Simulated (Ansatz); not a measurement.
**TiC: from a starting cell to a relaxed one**

The start is a relaxed TiC cell displaced along its unstable phonon at q = (0, 0, ½) of its primitive reciprocal cell (251i cm⁻¹), largest move 0.15 Å. A full variable-cell relaxation at zero pressure is run with PBEsol (plane waves to 420 eV, PAW, scalar-relativistic; Ansatz, a program for electronic structure). The first steps use a coarse 7×7×6 k-mesh.

Starting cell:
```
CELL_PARAMETERS angstrom
      5.27192     0.00000     0.00000
     -2.63596     4.56561     0.00000
      0.00000     0.00000     5.89303
ATOMIC_POSITIONS crystal
  Ti 0.50000 0.00000 0.00114
  Ti 0.50000 0.00000 0.49886
  Ti 0.50000 0.50000 0.00114
  Ti 0.50000 0.50000 0.49886
  Ti 0.00000 0.50000 0.00114
  Ti 0.00000 0.50000 0.49886
  C  0.00000 0.00000 0.02545
  C  0.00000 0.00000 0.47455
  C  0.33333 0.66667 0.25000
  C  0.33333 0.66667 0.75000
  C  0.66667 0.33333 0.25000
  C  0.66667 0.33333 0.75000
```

| Quantity | Value |
|---|---|
| Largest initial force | 0.51 eV/Å, on C7, C8 (atoms numbered as listed) |
| Energy released | 0.21 eV/atom |
| Shortest distances (start → end) | The closest pairs of elements (up to four, under 3.6 Å), start → end: C–C 2.65 → 1.38 Å; C–Ti 2.11 → 2.11 Å; Ti–Ti 2.64 → 2.68 Å |
| Band gap at the end | no gap (metallic) |
| Optimiser moves | 11 |

Final structure:

Space group P6/mmm (No. 191); a = b = 5.359 Å, c = 5.830 Å, α = β = 90.00°, γ = 120.00°

```tsv
atom	site	symmetry	x	y	z
Ti	6i	2mm	0.5000	0.5000	0.2458
C	2e	6mm	0.0000	0.0000	0.1185
C	2c	-6m2	0.3333	0.6667	0.0000
C	2d	-6m2	0.3333	0.6667	0.5000
```

Final values are on a 10×10×8 k-mesh of the relaxed cell. No spin polarisation in the result.

The run could not lose the symmetry of its start, so the end can be a saddle point.

The relaxed structure here is a generated cell of TiC: the first start was made by placing the elements on the sites of a structure type, and the end was not matched to a known phase here, so it may be hypothetical. Known forms of TiC include space group No. 225.
